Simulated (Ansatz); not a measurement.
Magnetic states of ZrFe$_{2}$

```xyz
6
Lattice="0.0000 3.5435 3.5435 3.5435 0.0000 3.5435 3.5435 3.5435 0.0000" Properties=species:S:1:pos:R:3 pbc="T T T"
Zr    0.0000    0.0000    0.0000
Zr    1.7717    1.7717    1.7717
Fe    4.4294    4.4294    4.4294
Fe    4.4294    2.6576    2.6576
Fe    2.6576    2.6576    4.4294
Fe    2.6576    4.4294    2.6576
```

Method: r2SCAN in Ansatz 0.2.0, PAW datasets, plane waves to 500 eV, 8×8×8 Γ-centred mesh, fermi-dirac occupations of width 0.050 eV. The atoms are fixed and numbered as listed; spin is collinear, without spin-orbit coupling.

The cycle has several fixed points for this cell. Moments (μB):

```
state    Zr1    Zr2   Fe3   Fe4    Fe5    Fe6  other atoms together  size of the net moment a cell
    A   0.00   0.00  2.04  2.04  -2.04  -2.04                  0.00                           0.00
    B  -0.71  -0.71  2.50  2.50   2.50   2.50                  0.00                           7.10
    C   0.00   0.00  0.00  0.00   0.00   0.00                  0.00                           0.00
```

Site moments are taken in small spheres that don't touch (radius about 0.4 of the atom's shortest bond), so those of the magnetic atoms read low, and they needn't add up to the net moment. State C was run without spin polarisation.

Task: Rank the states by energy at zero smearing.

Result: State B (antiparallel, not compensated) is lowest; A (antiparallel, compensated) lies 260 meV above it, C (without moments) lies 486 meV above it, all counted an atom of the cell.

Task: Which states have a gap on the mesh, and what pressure does each exert on this cell?

Result: A: no gap, -3.8 GPa; B: no gap, 0.8 GPa; C: no gap, -16.3 GPa (positive in compression). Moments take up room: without them the pressure is lower, so that state wants a smaller cell.

Task: How much does the cell gain by forming moments?

Result: 486 meV an atom of the cell against state C, which has none. In a metal like this the level decides whether moments form at all, so this is no ordering energy.

The cell is that of a Crystallography Open Database entry, unchanged.

Caveats: only orders that fit this cell and collinear spins were tried, so the true order may need a larger cell or canted moments; atoms and cell are not relaxed, and each state would relax in its own way; r2SCAN overestimates the moments and magnetic energies of itinerant metals, and can make a paramagnetic metal magnetic; spin-orbit coupling, left out, matters for 4d, 5d and 4f moments; the k mesh is coarse, so differences of a few meV are uncertain where a state is a metal; one start a pattern, so a lower state of the same pattern may exist; the nearest magnetic atoms form triangles, which frustrates antiparallel coupling, so the true order may be non-collinear or need another cell.
